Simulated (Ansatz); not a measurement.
Consider the following.

YTe3:
```
YTe3
1.0
    2.16257   -13.13733     0.00000
    2.16257    13.13733     0.00000
    0.00000     0.00000     4.33971
Y Te
2 6
Cartesian
  2.16257   8.63236   3.25479
  2.16257  -8.63236   1.08493
  2.16257 -11.16128   3.25479
  2.16257  11.16128   1.08493
  2.16257  -1.97307   3.25479
  2.16257   1.97307   1.08493
  2.16257   5.42676   3.25479
  2.16257  -5.42676   1.08493
```

This is the r²SCAN-relaxed structure.

Q: All from plane-wave PAW r²SCAN (Ansatz code), unless another level is named. Predict the electronic character.

A: metallic (no gap).

Q: And the formation energy from the elements (no fitted shifts)?

A: -1.07 eV/atom.

Q: What about the density of states at the Fermi level?

A: 0.20 states/eV per atom (mean over ±0.08 eV).

Space group Cmcm. The workflow started from a Materials Project entry (that database holds measured and hypothetical structures alike); the Crystallography Open Database copy checked does not list it. Whether it is the stable phase at ambient conditions was not checked. The cell was relaxed with r²SCAN under the symmetry of its start; its stability against distortions is not shown here. No spin polarisation was allowed. A crystal of weakly bound layers computed without a dispersion correction: the cell and the soft elastic constants depend strongly on that. The references are the lowest solids computed at this level, not always the standard phases. Scalar-relativistic: spin–orbit coupling is off unless named, which matters more the heavier the elements.

Potentials: the later of the program's two PAW sets.
